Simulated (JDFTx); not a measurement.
System: trimethylarsine, C3H9As (SMILES C[As](C)C), charge 0, multiplicity 1; geometry: optimised with GFN2-xTB in vacuum (no frequencies checked; largest PBE force component 0.5 eV/Å). Bonds (Å): C1–As2 1.975, C1–H5 1.089, C1–H6 1.089, C1–H7 1.089, As2–C3 1.975, As2–C4 1.975, C3–H8 1.089, C3–H9 1.089, C3–H10 1.089, C4–H11 1.089, C4–H12 1.089, C4–H13 1.089. Bond angles (°): As2–C1–H5 110.8, As2–C1–H6 110.3, As2–C1–H7 110.3, H5–C1–H6 108.7, H5–C1–H7 108.7, H6–C1–H7 108.0, C1–As2–C3 96.4, C1–As2–C4 96.4, C3–As2–C4 96.5, As2–C3–H8 110.8, As2–C3–H9 110.3, As2–C3–H10 110.2, H8–C3–H9 108.7, H8–C3–H10 108.7 (the first ones only).

Level of theory: PBE, GBRV ultrasoft potentials, plane waves to 20/100 Ha; code: JDFTx (a modified build). Liquid: CANDLE, water, 2 M NaF. The liquid run sits in a periodic box with 3.75 Å from the outermost atoms to the faces; the vacuum run is isolated. The box matters at about 0.01 eV. The solvation energy is E(in liquid) − E(vacuum) at fixed geometry, with no thermal, conformational or standard-state terms added.

The values are those of the intact species: the continuum can't coordinate to it or react with it.

| Quantity | Value |
|---|---|
| solvation energy | 0.1 kcal/mol |
| part: cavitation term of the fluid | 14.0 kcal/mol |
| part: dispersion term of the fluid | -11.5 kcal/mol |
| part: electrostatic term of the fluid | -2.9 kcal/mol |
| part: distortion of the solute's electrons | 0.6 kcal/mol |
| dipole moment in vacuum | 0.84 D |
| dipole moment in the liquid | 1.42 D |
| highest occupied level in vacuum (zero: vacuum level) | -5.53 eV |
| highest occupied level in the liquid (zero: bulk electrolyte) | -5.45 eV |
| volume of the model's cavity | 290.2 Å³ |
| rough cost, vacuum and liquid run | 5 min and 5 min of core time |
